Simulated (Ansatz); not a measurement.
Relaxed Rh (fcc, Cu type):

```xyz
2
Lattice="0.0000 3.8301 3.8301 1.9150 1.9150 3.8301 1.9150 1.9150 0.0000" Properties=species:S:1:pos:R:3 pbc="T T T"
Rh     0.0000     0.0000     0.0000
Rh     1.9150     3.8301     1.9150
```

A phonon eigenvector at X = (0.5, 0.5, 0.0) is frozen into this cell: atom i moves by Q times the vector below, so Q is the largest atomic displacement, in Å. The cell is held. It is one choice among 2 degenerate patterns. (q is in reciprocal vectors of the primitive cell; the cell shown is doubled to hold the pattern.)

| atom | x | y | z |
|---|---|---|---|
| Rh1 | 0.000 | 1.000 | 0.000 |
| Rh2 | 0.000 | -1.000 | 0.000 |

Level of theory: PBE (plane waves to 420 eV, PAW, scalar-relativistic; Ansatz, an electronic-structure program). k mesh 21×21×21 (Γ-centred), Fermi-Dirac smearing 0.05 eV. The energy includes the smearing's −TS. With partly filled bands, energies and forces of such displacements shift with the k mesh and the smearing. Rh is run without spin polarisation. Rh was relaxed with its symmetry unable to fall. ΔE is measured from the undisplaced structure. The last digit holds for this mesh only.

```tsv
Q (Å)	ΔE (meV/cell)
-0.2800	993.7
-0.2333	withheld
-0.1867	438.2
-0.1400	243.0
-0.0933	106.7
-0.0467	26.5
0.0000	0.0
0.0467	26.5
0.0933	106.7
0.1400	243.0
0.1867	438.2
0.2333	withheld
0.2800	993.7
```

### Question
Fit an even polynomial form (powers 2, 4, 6) to the given rows and predict ΔE at Q = -0.2333.

### Answer
Least squares on the 11 given rows: ΔE = (12090)·Q² + (18770)·Q⁴ + (-144600)·Q⁶, in meV/cell with Q in Å; root-mean-square residual 0.10 meV/cell. At -0.2333 the fit gives 690.3 meV/cell; the calculation gives 691.1 meV/cell, so the interpolation is off by -0.8 (-0.1 %). The quadratic term alone would give 658.0 meV/cell.

(A displaced cell: forces are minus the slopes of the energy, force constants its curvatures, and phonons follow from these.)
